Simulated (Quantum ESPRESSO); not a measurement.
W2In3Sc2Ti, finding a planted mistake in a log

Simulated, not a measurement. The program is pw.x of Quantum ESPRESSO 7.5 (plane-wave density functional theory). The cell is made up: eight metal atoms on a hexagonal close-packed lattice, with elements, volume, strain and displacements drawn at random and not relaxed, so it may be unstable or far from any real phase. PseudoDojo standard norm-conserving files set the functional (PBE unless stated); there is no spin polarisation or spin-orbit coupling, the Fermi-Dirac width of 0.25 eV means electrons at about 2900 K, and the masses in the input are unused placeholders. Heavy elements are run without spin-orbit coupling, which real alloys of them have. A spin test at this wide smearing found no moment, but such smearing suppresses magnetism that the real alloy may have.

Intended input:

```
&control calculation='scf', pseudo_dir='./dojo.nc.sr.pbe.v0_5.standard.upf', outdir='./o', disk_io='minimal', tprnfor=.true., tstress=.true. /
&system ibrav=0, nat=8, ntyp=4, nbnd=65, ecutwfc=84.00895049, nosym=.true., tot_charge=0,
 occupations='smearing', smearing='fd', degauss=0.0183746611
/
&electrons conv_thr=1.470e-08, electron_maxstep=70, mixing_beta=0.5 /
ATOMIC_SPECIES
In 1.0 In.upf
Sc 1.0 Sc.upf
Ti 1.0 Ti.upf
W 1.0 W.upf
CELL_PARAMETERS angstrom
-0.0738 5.5165 -0.0556
3.2163 -0.0938 5.0737
3.0762 0.0087 -4.9859
ATOMIC_POSITIONS angstrom
W -0.037 -0.0763 -0.1738
In 3.2669 0.0829 -0.183
Sc 3.1063 1.6239 -2.3973
Sc 3.1248 1.7506 2.6943
In 1.6653 2.7341 -0.08
Ti 4.7252 2.7177 -0.0247
In 1.3615 4.7255 -2.5128
W 1.6094 4.6656 2.7042
K_POINTS automatic
4 4 5 1 1 1
```

The log is shortened where brackets say so; the opening notice, blank lines, dates and the lines on written files are dropped, and the path of the files is cut. It prints rydbergs, bohrs and kilobars, and counts compression as positive stress. Its total energy is the free energy E - TS of the whole cell.

Log of the intended run:

```
     Program PWSCF v.7.5
     Parallel version (MPI & OpenMP), running on       4 processor cores
     Number of MPI processes:                 4
     Threads/MPI process:                     1
     [start-up lines left out]
     bravais-lattice index     =            0
     lattice parameter (alat)  =      10.4261  a.u.
     unit-cell volume          =    1177.6824 (a.u.)^3
     number of atoms/cell      =            8
     number of atomic types    =            4
     number of electrons       =       101.00
     number of Kohn-Sham states=           65
     kinetic-energy cutoff     =      84.0090  Ry
     charge density cutoff     =     336.0358  Ry
     scf convergence threshold =      1.5E-08
     mixing beta               =       0.5000
     number of iterations used =            8  plain     mixing
     Exchange-correlation= PBE
                           (   1   4   3   4   0   0   0)
     [axes and pseudopotential details left out]
   Cartesian axes
     site n.     atom                  positions (alat units)
         1        W      tau(   1) = (  -0.0067062  -0.0138293  -0.0315011  )
         2        In     tau(   2) = (   0.5921221   0.0150255  -0.0331686  )
         3        Sc     tau(   3) = (   0.5630136   0.2943301  -0.4345081  )
         4        Sc     tau(   4) = (   0.5663667   0.3172944   0.4883390  )
         5        In     tau(   5) = (   0.3018339   0.4955527  -0.0144999  )
         6        Ti     tau(   6) = (   0.8564375   0.4925802  -0.0044768  )
         7        In     tau(   7) = (   0.2467704   0.8564918  -0.4554423  )
         8        W      tau(   8) = (   0.2917020   0.8456350   0.4901334  )
     number of k points=    40  Fermi-Dirac smearing, width (Ry)=  0.0184
                       cart. coord. in units 2pi/alat
        k(    1) = (   0.1988379   0.1278010   0.0122444), wk =   0.0500000
        k(    2) = (   0.3757797   0.1290379  -0.0998989), wk =   0.0500000
     [further k points left out]
     Dense  grid:   122517 G-vectors     FFT dimensions: (  64,  72,  72)
     Estimated max dynamical RAM per process >     368.02 MB
     Estimated total dynamical RAM >       1.35 GB
     Initial potential from superposition of free atoms
     starting charge     100.9804, renormalised to     101.0000
     Starting wfcs are   77 randomized atomic wfcs
     total cpu time spent up to now is        6.1 secs
     per-process dynamical memory:   268.5 Mb
     Self-consistent Calculation
     iteration #  1     ecut=    84.01 Ry     beta= 0.50
     Davidson diagonalization with overlap
     ethr =  1.00E-02,  avg # of iterations =  2.0
     Threshold (ethr) on eigenvalues was too large:
     Diagonalizing with lowered threshold
     Davidson diagonalization with overlap
     ethr =  4.43E-04,  avg # of iterations =  5.0
     total cpu time spent up to now is       28.5 secs
     total energy              =   -1014.05614289 Ry
     estimated scf accuracy    <       0.50000748 Ry
     iteration #  2     ecut=    84.01 Ry     beta= 0.50
     Davidson diagonalization with overlap
     ethr =  4.95E-04,  avg # of iterations =  4.8
     total cpu time spent up to now is       42.0 secs
     total energy              =   -1014.03576973 Ry
     estimated scf accuracy    <       1.09259806 Ry
     [iterations 3 to 16 left out]
     iteration # 17     ecut=    84.01 Ry     beta= 0.50
     Davidson diagonalization with overlap
     ethr =  6.49E-11,  avg # of iterations =  3.0
     total cpu time spent up to now is      219.4 secs
     total energy              =   -1014.23696444 Ry
     estimated scf accuracy    <       0.00000005 Ry
     iteration # 18     ecut=    84.01 Ry     beta= 0.50
     Davidson diagonalization with overlap
     ethr =  4.68E-11,  avg # of iterations =  3.5
     total cpu time spent up to now is      229.7 secs
     End of self-consistent calculation
     [lines on levels left out]
!    total energy              =   -1014.23696444 Ry
     estimated scf accuracy    <          1.7E-09 Ry
     smearing contrib. (-TS)   =      -0.13196969 Ry
     internal energy E=F+TS    =   -1014.10499476 Ry
     The total energy is F=E-TS. E is the sum of the following terms:
     one-electron contribution =    -283.34311165 Ry
     hartree contribution      =     194.70980175 Ry
     xc contribution           =    -236.14112593 Ry
     ewald contribution        =    -689.33055892 Ry
     convergence has been achieved in  18 iterations
     Forces acting on atoms (cartesian axes, Ry/au):
     atom    1 type  4   force =    -0.04432964   -0.01658682   -0.00221970
     atom    2 type  1   force =    -0.02415074   -0.03146264    0.10618212
     atom    3 type  2   force =     0.01154748    0.05468482   -0.07571442
     atom    4 type  2   force =    -0.00460939    0.01554872   -0.03111844
     atom    5 type  1   force =    -0.02528165    0.01892708    0.04697703
     atom    6 type  3   force =     0.02156186    0.02829158    0.01539504
     atom    7 type  1   force =     0.02455325   -0.04370559   -0.05094667
     atom    8 type  4   force =     0.04070883   -0.02569714   -0.00855495
     Total force =     0.193356     Total SCF correction =     0.000184
     Computing stress (Cartesian axis) and pressure
          total   stress  (Ry/bohr**3)                   (kbar)     P=      -38.94
  -0.00017773  -0.00004937  -0.00018769          -26.14       -7.26      -27.61
  -0.00004937  -0.00042391  -0.00009215           -7.26      -62.36      -13.56
  -0.00018769  -0.00009215  -0.00019250          -27.61      -13.56      -28.32
     init_run     :      5.66s CPU      5.81s WALL (       1 calls)
     electrons    :    221.29s CPU    223.65s WALL (       1 calls)
     forces       :      1.35s CPU      1.36s WALL (       1 calls)
     stress       :      4.61s CPU      4.70s WALL (       1 calls)
     [timing details left out]
     PWSCF        :   3m53.15s CPU   3m55.77s WALL
     JOB DONE.
```

A second run was made from an input with one planted mistake. Its log:

```
     Program PWSCF v.7.5
     Parallel version (MPI & OpenMP), running on       4 processor cores
     Number of MPI processes:                 4
     Threads/MPI process:                     1
     [start-up lines left out]
     bravais-lattice index     =            0
     lattice parameter (alat)  =      10.4261  a.u.
     unit-cell volume          =    1177.6824 (a.u.)^3
     number of atoms/cell      =            8
     number of atomic types    =            4
     number of electrons       =       101.00
     number of Kohn-Sham states=           65
     kinetic-energy cutoff     =      84.0090  Ry
     charge density cutoff     =     336.0358  Ry
     scf convergence threshold =      1.5E-08
     mixing beta               =       0.5000
     number of iterations used =            8  plain     mixing
     Exchange-correlation= PBESOL
                           (   1   4  10   8   0   0   0)
     [axes and pseudopotential details left out]
   Cartesian axes
     site n.     atom                  positions (alat units)
         1        W      tau(   1) = (  -0.0067062  -0.0138293  -0.0315011  )
         2        In     tau(   2) = (   0.5921221   0.0150255  -0.0331686  )
         3        Sc     tau(   3) = (   0.5630136   0.2943301  -0.4345081  )
         4        Sc     tau(   4) = (   0.5663667   0.3172944   0.4883390  )
         5        In     tau(   5) = (   0.3018339   0.4955527  -0.0144999  )
         6        Ti     tau(   6) = (   0.8564375   0.4925802  -0.0044768  )
         7        In     tau(   7) = (   0.2467704   0.8564918  -0.4554423  )
         8        W      tau(   8) = (   0.2917020   0.8456350   0.4901334  )
     number of k points=    40  Fermi-Dirac smearing, width (Ry)=  0.0184
                       cart. coord. in units 2pi/alat
        k(    1) = (   0.1988379   0.1278010   0.0122444), wk =   0.0500000
        k(    2) = (   0.3757797   0.1290379  -0.0998989), wk =   0.0500000
     [further k points left out]
     Dense  grid:   122517 G-vectors     FFT dimensions: (  64,  72,  72)
     Estimated max dynamical RAM per process >     368.02 MB
     Estimated total dynamical RAM >       1.35 GB
     Initial potential from superposition of free atoms
     starting charge     100.9821, renormalised to     101.0000
     Starting wfcs are   77 randomized atomic wfcs
     total cpu time spent up to now is        5.8 secs
     per-process dynamical memory:   268.5 Mb
     Self-consistent Calculation
     iteration #  1     ecut=    84.01 Ry     beta= 0.50
     Davidson diagonalization with overlap
     ethr =  1.00E-02,  avg # of iterations =  2.0
     Threshold (ethr) on eigenvalues was too large:
     Diagonalizing with lowered threshold
     Davidson diagonalization with overlap
     ethr =  4.44E-04,  avg # of iterations =  5.0
     total cpu time spent up to now is       27.7 secs
     total energy              =   -1012.65041239 Ry
     estimated scf accuracy    <       0.50658629 Ry
     iteration #  2     ecut=    84.01 Ry     beta= 0.50
     Davidson diagonalization with overlap
     ethr =  5.02E-04,  avg # of iterations =  4.9
     total cpu time spent up to now is       41.0 secs
     total energy              =   -1012.62455132 Ry
     estimated scf accuracy    <       1.14049930 Ry
     [iterations 3 to 16 left out]
     iteration # 17     ecut=    84.01 Ry     beta= 0.50
     Davidson diagonalization with overlap
     ethr =  5.59E-11,  avg # of iterations =  3.6
     total cpu time spent up to now is      208.0 secs
     total energy              =   -1012.83223745 Ry
     estimated scf accuracy    <       0.00000003 Ry
     iteration # 18     ecut=    84.01 Ry     beta= 0.50
     Davidson diagonalization with overlap
     ethr =  3.19E-11,  avg # of iterations =  4.7
     total cpu time spent up to now is      218.4 secs
     End of self-consistent calculation
     [lines on levels left out]
!    total energy              =   -1012.83223746 Ry
     estimated scf accuracy    <          1.7E-09 Ry
     smearing contrib. (-TS)   =      -0.13239460 Ry
     internal energy E=F+TS    =   -1012.69984286 Ry
     The total energy is F=E-TS. E is the sum of the following terms:
     one-electron contribution =    -283.81246850 Ry
     hartree contribution      =     194.28982087 Ry
     xc contribution           =    -233.84663631 Ry
     ewald contribution        =    -689.33055892 Ry
     convergence has been achieved in  18 iterations
     Forces acting on atoms (cartesian axes, Ry/au):
     atom    1 type  4   force =    -0.04726272   -0.01836097   -0.00985857
     atom    2 type  1   force =    -0.02109397   -0.03108337    0.09956150
     atom    3 type  2   force =     0.01181562    0.05058870   -0.07146897
     atom    4 type  2   force =    -0.00518147    0.01313670   -0.02800756
     atom    5 type  1   force =    -0.02469520    0.01833724    0.04426728
     atom    6 type  3   force =     0.02127780    0.02924264    0.01230750
     atom    7 type  1   force =     0.02230752   -0.04054242   -0.04714172
     atom    8 type  4   force =     0.04283243   -0.02131852    0.00034053
     Total force =     0.183848     Total SCF correction =     0.000159
     Computing stress (Cartesian axis) and pressure
          total   stress  (Ry/bohr**3)                   (kbar)     P=      -76.64
  -0.00043601  -0.00004825  -0.00018456          -64.14       -7.10      -27.15
  -0.00004825  -0.00067128  -0.00009654           -7.10      -98.75      -14.20
  -0.00018456  -0.00009654  -0.00045565          -27.15      -14.20      -67.03
     init_run     :      5.52s CPU      5.66s WALL (       1 calls)
     electrons    :    212.16s CPU    212.65s WALL (       1 calls)
     forces       :      1.32s CPU      1.33s WALL (       1 calls)
     stress       :      4.53s CPU      4.62s WALL (       1 calls)
     [timing details left out]
     PWSCF        :   3m43.62s CPU   3m44.38s WALL
     JOB DONE.
```

Question: the log repeats what the program read. Compare it with the intended run: what was wrong in the second input?

Answer: the files are those of another functional. The input lines that differ:

```
- &control calculation='scf', pseudo_dir='./dojo.nc.sr.pbe.v0_5.standard.upf', outdir='./o', disk_io='minimal', tprnfor=.true., tstress=.true. /
+ &control calculation='scf', pseudo_dir='./dojo.nc.sr.pbesol.v0_4_1.standard.upf', outdir='./o', disk_io='minimal', tprnfor=.true., tstress=.true. /
```

|  | intended run | run with the mistake |
| --- | --- | --- |
| free energy (eV) | -13799.397 | -13780.285 |
| entropy term -TS, part of it (eV) | -1.796 | -1.801 |
| pressure (GPa) | -3.89 | -7.66 |
| size of the largest force component (eV/Å) | 2.730 | 2.560 |
| largest change of a force component (eV/Å) |  | 0.229 |
| iterations | 18 | 18 |

For scale, a rerun of the intended cell at a higher cutoff and on a denser mesh moved values by no more than 0.003 eV in energy, 0.02 GPa in stress and 0.008 eV/Å in force, and a second program with other atomic files agreed on that cell to 2 % rms in force and 0.5 GPa in pressure. Files of another functional or element have another zero of energy, so the energy change says nothing on stability.